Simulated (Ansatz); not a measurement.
## ZrB2, one cell by several methods

```
CELL_PARAMETERS angstrom
3.12222 0.00000 0.00000
-1.56111 2.70393 0.00000
0.00000 0.00000 3.47243
ATOMIC_POSITIONS crystal
Zr 0.00000 0.00000 0.00000
B 0.33333 0.66667 0.50000
B 0.66667 0.33333 0.50000
```

Atom numbers follow the list: Zr1, B2, B3.

The cell comes from COD entry 1510856, which wasn't checked; take it as a given geometry. The listed cell was then made from it by scaling, straining or moving an atom.

Levels of theory: DFT, LDA, PAW with Ansatz's default frozen-core files, scalar-relativistic (Ansatz 0.2.0); DFT, LDA, all-electron LAPW, scalar-relativistic (Ansatz 0.2.0).

For PAW: a Γ-centred 12×12×9 k mesh, Fermi–Dirac smearing of 0.05 eV, cutoff 420 eV, no spin polarisation; the PAW files were made with PBE, and the program remakes their frozen cores for this functional. LAPW targets a basis error of 1 meV/atom. The Ansatz runs share mesh, smearing and spin set-up. Plane-wave (PAW) pressures include the program's estimate of the Pulay term.

Stress and pressure are positive in compression.

The change that made this cell: volume scaled by 0.96.

PAW results:

| quantity | PAW |
| --- | --- |
| pressure (GPa) | 3.03 |
| stress xx (GPa) | 2.87 |
| stress zz (GPa) | 3.37 |

What does LAPW (all electrons) give for the same quantities?


| quantity | LAPW |
| --- | --- |
| pressure (GPa) | 3.04 |
| stress xx (GPa) | 2.85 |
| stress zz (GPa) | 3.42 |
